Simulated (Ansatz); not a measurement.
**ZnO with Se replacing O: gradients before and after relaxing the atoms**

Start: a supercell of ZnO (wurtzite type, P6_3mc) built from a COD entry, with all atoms left at the host's positions.

```cif
data_Zn16SeO15
_symmetry_space_group_name_H-M 'P3m1'
_symmetry_Int_Tables_number 156
_cell_length_a 6.4986
_cell_length_b 6.4986
_cell_length_c 10.4114
_cell_angle_alpha 90.000
_cell_angle_beta 90.000
_cell_angle_gamma 120.000
loop_
_atom_site_label
_atom_site_type_symbol
_atom_site_symmetry_multiplicity
_atom_site_Wyckoff_symbol
_atom_site_fract_x
_atom_site_fract_y
_atom_site_fract_z
Zn1 Zn 3 d 0.8333 0.1667 0.2500
Zn2 Zn 3 d 0.8333 0.1667 0.7500
Zn7 Zn 1 b 0.3333 0.6667 0.2500
Zn8 Zn 1 b 0.3333 0.6667 0.7500
Zn9 Zn 1 a 0.0000 0.0000 0.0000
Zn10 Zn 1 a 0.0000 0.0000 0.5000
Zn11 Zn 3 d 0.0000 0.5000 0.0000
Zn12 Zn 3 d 0.0000 0.5000 0.5000
Se Se 1 a 0.0000 0.0000 0.1895
O18 O 1 a 0.0000 0.0000 0.6895
O19 O 3 d 0.0000 0.5000 0.1895
O20 O 3 d 0.0000 0.5000 0.6895
O25 O 3 d 0.8333 0.1667 0.4395
O26 O 3 d 0.8333 0.1667 0.9395
O31 O 1 b 0.3333 0.6667 0.4395
O32 O 1 b 0.3333 0.6667 0.9395
```

One atom of each set is listed.

Computed with Ansatz: DFT, PBE, plane waves and PAW, scalar-relativistic, 420 eV cutoff, Γ-centred 3×3×2 k-points, Fermi–Dirac smearing 0.01 eV.

The largest force at the start is 7.2 eV/Å. Relaxing the ions at fixed cell moves them by 0.464 Å at most (atom 9, Zn) and 0.141 Å rms.

```
site  moved (Å)                  first shell before                                  first shell after  V_zz before (10²¹ V/m²)  η before
 Zn1      0.263  3 O at 1.97–1.98 Å, 1 Se at 1.98 Å                 3 O at 1.94–1.95 Å, 1 Se at 2.27 Å                    -4.91      0.07
 Zn2      0.101                  4 O at 1.97–1.98 Å                                 4 O at 1.95–1.98 Å                    0.072      0.27
 Zn7      0.070                  4 O at 1.97–1.98 Å                                 4 O at 1.96–1.99 Å                   -0.041      0.00
 Zn8      0.113                  4 O at 1.97–1.98 Å                                      4 O at 1.96 Å                     0.18      0.00
 Zn9      0.464       1 Se at 1.97 Å, 3 O at 1.98 Å  3 O at 1.96 Å, 1 Se at 2.32 Å; also 1 O at 2.76 Å                    -4.84      0.00
Zn10      0.023                  4 O at 1.97–1.98 Å                                 4 O at 1.97–2.00 Å                     0.18      0.00
Zn11      0.033                  4 O at 1.97–1.98 Å                                 4 O at 1.97–1.98 Å                     0.13      0.61
Zn12      0.076                  4 O at 1.97–1.98 Å                                 4 O at 1.95–1.97 Å                     0.14      0.12
  Se      0.114                 4 Zn at 1.97–1.98 Å                                4 Zn at 2.27–2.32 Å                     0.42      0.00
 O19      0.011                 4 Zn at 1.97–1.98 Å                                4 Zn at 1.94–1.98 Å                    -1.46      0.47
 O20      0.053                 4 Zn at 1.97–1.98 Å                                4 Zn at 1.95–1.96 Å                    -0.20      0.00
 O25      0.142                 4 Zn at 1.97–1.98 Å                                4 Zn at 1.95–1.97 Å                    -0.90      0.31
 O26      0.127                 4 Zn at 1.97–1.98 Å                                4 Zn at 1.96–1.97 Å                    -1.03      0.14
```

Question: How do the gradients change?

Answer: 

```
site  V_zz after  η after  change of V_zz
 Zn1        2.64     0.15           +7.55
 Zn2       -1.50     0.58               –
 Zn7        2.20     0.00           +2.24
 Zn8       -1.23     0.00           -1.41
 Zn9        5.09     0.00           +9.93
Zn10        1.87     0.00           +1.69
Zn11       -1.25     0.75           -1.38
Zn12       -1.30     0.28               –
  Se        4.95     0.00           +4.53
 O19       -4.15     0.80           -2.69
 O20       -0.84     0.61           -0.64
 O25       -1.94     0.27           -1.04
 O26       -2.70     0.92           -1.67
```

The largest change of V_zz along a kept axis is on Zn9, from -4.84 to 5.09. Small gradients that grow severalfold: Se (0.42 to 4.95), Zn10 (0.18 to 1.87), Zn8 (0.18 to -1.23), Zn12 (0.14 to -1.30) and 3 more sites. In per cent, |V_zz| changes by +115 to +184 on O (all sites that start above 0.5, bar those whose gradient vanishes or changes sign or whose main axis turns by over 40°). Where |V_zz| stays above 0.1 and the axes keep their order, η moves most on O26, from 0.14 to 0.92. V_zz changes sign on Zn1 (same axis), Zn9 (same axis), Zn8 (same axis), Zn11 (axis turned by 27°), Zn7 (same axis). On Zn12, Zn2 the largest principal value lies along another axis in the second run, so the two V_zz can't be compared directly. The table leaves out 3 of the 16 sites, with |V_zz| up to 0.36; their tensors move by 0.24 at most along any direction. The statements above cover all sites. The host's own positions weren't relaxed first, so part of the change far from the defect can be the host's relaxation.

The defect repeats with the cell of 32 atoms, so it feels its images: sites between two images don't show the values beside a lone defect, and zeros or small values of η there can come from the images' arrangement. O and Zn carry a gradient in the pure host already, so the values there aren't the defect's effect alone.
Before: With a gap of 0.9 eV on this mesh, small gradients can still move by 0.1 × 10²¹ V/m² or more as the k-mesh gets denser. The cell keeps the host's lattice, where the PBE pressure is 15 GPa. The neighbours have not yet relaxed around the defect (largest force 7.2 eV/Å), so the values at and beside it are those of a strained start, not of the defect in a real crystal.
After: The relaxation keeps the site symmetry 3m of the start, so the impurity can move only along its axis; a start off the site could end lower. With a gap of 0.3 eV on this mesh, small gradients can still move by 0.1 × 10²¹ V/m² or more as the k-mesh gets denser. The cell keeps the host's lattice, where the PBE pressure is 11 GPa.
